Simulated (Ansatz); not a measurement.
The cell of AlP₅ is invented: random cell by space group and Wyckoff sites (P4/mmm, No. 123). Lengths were set from tabulated atomic sizes, so they are only a guess.

```
CELL_PARAMETERS angstrom
5.19543 0.00000 0.00000
0.00000 5.19543 0.00000
0.00000 0.00000 4.78621
ATOMIC_POSITIONS crystal
Al 0.50000 0.50000 0.00000
P 0.71841 0.71841 0.00000
P 0.28159 0.28159 0.00000
P 0.28159 0.71841 0.00000
P 0.71841 0.28159 0.00000
P 0.00000 0.00000 0.00000
```

All numbers below come from DFT PBE, scalar-relativistic, plane waves, PAW (Ansatz). Cutoff 420 eV, Gaussian smearing, Γ-centred meshes. Cell and atoms relax first on a coarse mesh and then on a finer one. In between, the cell is made exact in the group found at 0.06 Å. In metals the finer mesh still leaves noise of several meV/atom or more. The steps can't lower the symmetry of their start. No spin polarisation.

A guess keeps its type if space group and coordination stay and the shape of the cell changes little (axis ratios within about 15 %, angles within 6°); the volume may change.

Task: Does this structure survive the relaxation?

Result: It doesn't keep its type. The symmetry stays P4/mmm (No. 123). The volume per atom shrinks by 10.5 %, from 21.5 to 19.3 Å³. The shortest distance goes from 1.60 Å (Al–P) to 2.36 Å (Al–Al and P–P). The ratio c/a of the conventional cell changes by a factor of 0.37. Counting neighbours within 15 % of an atom's shortest distance, the start has Al 4, P 1/4 and the end Al 6, P 4/6. In detail, at the end around Al lie 2 Al at 2.36 Å and 4 P at 2.58 Å; P on a site of symmetry m2m is surrounded by 3 P at 2.36–2.37 Å and 1 Al at 2.58 Å; P on a site of symmetry 4/mmm is surrounded by 6 P at 2.36–2.37 Å.

```
Al P
1.0
     7.00059    0.00000    0.00000
     0.00000    7.00059    0.00000
     0.00000    0.00000    2.35977
Al P
1 5
Direct
  0.50000 0.50000 0.00000
  0.76021 0.76021 0.00000
  0.23979 0.23979 0.00000
  0.23979 0.76021 0.00000
  0.76021 0.23979 0.00000
  0.00000 0.00000 0.00000
```

The zero of energy is the elements' standard structures at the same level; no fitted shifts are applied. The references include black phosphorus.

Task: At what energy does it end?

Result: +0.45 eV/atom. A positive value: parting into the elements would lower its energy.

The last run used a 6×6×16 mesh (in the run's order of axes) for its 6-atom cell and Gaussian smearing of 0.10 eV. The reference form of P is held partly by dispersion forces, which this level lacks. Symmetry constrained the relaxation, so the result can be a saddle point. Another cell of AlP5 relaxed alike, in P-6m2, lies 204 meV/atom lower, so this cell isn't the stable form at this level.

In counts of neighbours, a slash parts the counts of unlike sites.
